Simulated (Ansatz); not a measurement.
An Ansatz input:

```yaml
crystal:
  lattice:
    - [5.3555937617, 0.0, 0.0]
    - [-2.6777968808, 4.63808025, 0.0]
    - [0.0, 0.0, 3.2829789759]
  atoms:
    - { symbol: Sb, position: [0.0, 0.0, 0.0] }
    - { symbol: Sb, position: [0.3333333333, 0.6666666667, 0.5] }
    - { symbol: Sb, position: [0.6666666667, 0.3333333333, 0.5] }
hamiltonian:
  xc: blyp
  pseudopotentials:
    kind: paw
    azcp:
      Sb: "pseudopotentials/Sb.paw.azcp"
basis:
  ecutwfc: 420
  fft_grid_basis: typed
kpoints:
  mp_grid: { grid: [7, 7, 10], shift: [0, 0, 0] }
magnetization:
  spin_polarized: false
scf:
  occupations: { method: fermi_dirac, width: 0.1 }
relax:
  max_steps: 60
  f_tol: 0.01
  cell: {}
```

Terminal output

```
Engine: ansatz 0.2.0, aarch64-unknown-linux-gnu
Pseudopotentials: kind: paw
Pseudopotential: Sb, paw, valence charge 15, recommended cutoff 420 eV (normal) 
Functional definition: BLYP
  parameter beta = 0.0042
  parameter a = 0.04918
  parameter b = 0.132
  parameter c = 0.2533
  parameter d = 0.349
  exchange = b88_x(beta = beta)
  correlation = lyp_c(a = a, b = b, c = c, d = d)
Crystal: 3 atoms, lattice volume = 81.548 Å³
Basis set: ecut = 420 eV, 1625 PW (Γ), exchange–correlation on 72×72×48 points (8 copies of the dense FFT grid, shifted against one another)
Bands: 27, of which v1, the nominal top of the filled ones, is band 23 counted from 1 (22 counted from 0)
Symmetry: 24 space group operations
Space group: P6/mmm (ITA 191), of the structure as read, at distance tolerance 4.3e-5 Å
k-points: 48 of 490
Non-local potential: Sb, projectors of the file, l = 0: 2, l = 1: 2, l = 2: 2, l = 3: 2
PAW form: soft (Blöchl's): semilocal exchange-correlation on the pseudo side does not see the compensation charge
PAW frozen core: Sb, regenerated for the run's functional, and the local potential with it (the file was generated under x = pbe(κ = 0.804, μ = 0.2195149727645171), c = pbe(β = 0.06672455060314922))
PAW one-centre angular grid: Sb, 590 points (default); XC on 64 Gauss nodes
Initial density: superposition of atomic densities (neutral atoms: chi_scale 0, normalization atom), corrected by the library's trained network
Initial wavefunctions: pseudopotential atomic-orbital guess
Functional: x = b88, c = lyp
SCF iter   1: F=—  HF=-19502.305986 eV  |F-HF|=—  |Δ(HF+E_count)|=         —  Δρ=7.22e-3  dr2=4.21e-2  ethr=1.77e-3  ⟨swp⟩=10.7  Hψ=13636  notcnv=0  defer=7
automatic band count: the SCF goes on with 31 bands, as 27 were too few: the levels above may hold too much charge
SCF iter   2: F=—  HF=-19502.297986 eV  |F-HF|=—  |Δ(HF+E_count)|=   8.00e-3  Δρ=4.96e-3  dr2=1.84e-2  ethr=9.35e-5  ⟨swp⟩=1.1  Hψ=1880  notcnv=0  defer=7
SCF iter   3: F=—  HF=-19502.294992 eV  |F-HF|=—  |Δ(HF+E_count)|=   2.99e-3  Δρ=1.71e-3  dr2=1.65e-3  ethr=4.08e-5  ⟨swp⟩=2.1  Hψ=2533  notcnv=0  defer=7
SCF iter   4: F=—  HF=-19502.294414 eV  |F-HF|=—  |Δ(HF+E_count)|=   5.78e-4  Δρ=9.60e-4  dr2=5.68e-4  ethr=3.67e-6  ⟨swp⟩=2.2  Hψ=2550  notcnv=0  defer=7
...
iter 1 solved again at ethr=2.80e-7 eV; its pass at ethr=3.10e-3 eV (dr2=1.26e-4 eV) is discarded
SCF iter   1: F=—  HF=-19502.486278 eV  |F-HF|=—  |Δ(HF+E_count)|=         —  Δρ=8.43e-5  dr2=8.06e-7  ethr=2.80e-7  ⟨swp⟩=3.0  Hψ=11441  notcnv=0
SCF iter   2: F=—  HF=-19502.486282 eV  |F-HF|=—  |Δ(HF+E_count)|=   4.20e-6  Δρ=4.33e-5  dr2=1.94e-7  ethr=1.79e-9  ⟨swp⟩=3.0  Hψ=2759  notcnv=0
SCF iter   3: F=—  HF=-19502.486283 eV  |F-HF|=—  |Δ(HF+E_count)|=   1.02e-6  Δρ=4.08e-6  dr2=3.32e-9  ethr=4.31e-10  ⟨swp⟩=3.0  Hψ=2819  notcnv=0
SCF iter   4: F=—  HF=-19502.486283 eV  |F-HF|=—  |Δ(HF+E_count)|=   1.13e-8  Δρ=7.66e-7  dr2=5.30e-10  ethr=7.39e-12  ⟨swp⟩=3.0  Hψ=2806  notcnv=0
SCF iter   5: F=—  HF=-19502.486283 eV  |F-HF|=—  |Δ(HF+E_count)|=  3.49e-10  Δρ=1.67e-7  dr2=3.59e-11  ethr=1.18e-12  ⟨swp⟩=2.0  Hψ=1862  notcnv=0
SCF iter   6: F=-19502.486283 eV  HF=-19502.486283 eV  |F-HF|=7.28e-12  |Δ(HF+E_count)|=  1.46e-11  Δρ=3.46e-8  dr2=1.14e-12  ethr=1.00e-12  ⟨swp⟩=6.0  Hψ=5659  notcnv=0
SCF 6 converged in 6 iterations: F = -19502.486283 eV  dr2 = 1.14e-12
relax step   6: F+E_penalty+E_count = -19502.48628349 eV  Δ(F+E_penalty+E_count) = -1.650e-3 eV  max|allowed force component| = 2.776e-17 eV/Å  Δτ_max = 0.0000 Å  P = -0.014 GPa  Ω = 91.509 Å³  stress off target by 1.55e-2 GPa  SCF on the basis re-selected at this cell (its energy is not comparable with the rows above)  (6 SCF iters)
basis re-selected at this cell: Δ(F+E_penalty+E_count) = -1.650e-3 eV, ΔP = -0.010 GPa vs the last step (what re-selecting the basis moved, of the pressure what is left beyond the Pulay correction that the steps carried, after the strain that the cell walked since its last selection, with what the two solves' SCF thresholds leave and, on support functions, any second-order correction that the steps lacked; it is no measure of the basis error at this ecutwfc). The dense FFT grid was sized anew with the basis: this SCF ran on 40×40×24 points, the steps before it on 36×36×24, so part of this shift can come from that change (see relax.cell in the input reference). This SCF's stress stands 1.55e-2 GPa from its target on what of the cell is left free (relax.cell.stress_tol is 5.00e-2 GPa) and its largest allowed force component is 2.78e-17 eV/Å (relax.f_tol is 1.00e-2 eV/Å): within both
SCF converged after 6 iterations
Free energy (F): -19502.486283 eV
Harris-Foulkes:  -19502.486283 eV  (|F-HF|=7.28e-12)
Internal energy: -19502.404628 eV  (E = F + TS)
E sigma→0 (E₀):  -19502.445456 eV
Entropy (-TS):   -0.081656 eV (-27.219 meV/atom)
Fermi energy:    10.114609 eV
--- Per-component energies (eV) ---
  E_band       = -492.833525
  E_kinetic    = 620.032114
  E_local      = -4610.560769  (includes V_loc(G=0)·N_el)
  E_nonlocal   = 1073.335083
  E_hartree    = 2085.397383
  E_xc         = -408.714117
  E_vxc        = -279.129154  (∫ρ·V_xc dr)
  E_paw        = -13776.100822  (= ΣΔE_a)
  E_vpaw       = -1467.305605  (= ΣTr[D̂ρ^β])
  E_aug_tail   = -0.000005  (compensation charges beyond the density's cutoff)
  E_ewald      = -4485.579544
  E_core_change = -0.213950  (= ΣΔE_core)
  E_smearing   = -0.081656  (= −TS)
  E_closure    = -0.000000  (closes the sum)
  Σ components = -19502.486283   (vs F -19502.486283, Δ=0.00e0)
--- Forces (eV/Å), atoms counted from 1 ---
  atom   1  Sb    -0.00000000     0.00000000     0.00000000
  atom   2  Sb    -0.00000000    -0.00000000     0.00000000
  atom   3  Sb    -0.00000000     0.00000000    -0.00000000
  max |Σ_I F_I| component: 6.01e-17 eV/Å
--- Stress (GPa, compression-positive) ---
       -0.015547       0.000000      -0.000000
        0.000000      -0.015547      -0.000000
       -0.000000      -0.000000      -0.010297
  P = ⅓ Tr σ = -0.0138 GPa (-0.138 kbar)
--- Relaxed structure (5 steps of the walk, 5 accepted, 1 SCFs on fresh bases) ---
  F+E_penalty+E_count = -19502.48628349 eV   max|allowed force component| = 2.776e-17 eV/Å   (the final SCF, on the basis selected at the relaxed cell)
  cell:  # Å, volume = 91.5091 Å³
    - [5.633693987227918, -3.036659736311795e-11, 6.542795135426435e-18]
    - [-2.816846993587661, 4.878922110102205, -3.271397567682673e-18]
    - [4.010733417981478e-18, 1.944058493642151e-33, 3.3292563879798056]
  atoms:
    - { symbol: Sb, position: [1.6579027403026924e-34, 2.1915598080716245e-35, -6.51823291022941e-36] }
    - { symbol: Sb, position: [0.3333333333333333, 0.6666666666666665, 0.5] }
    - { symbol: Sb, position: [0.6666666666666666, 0.33333333333333326, 0.5] }
```
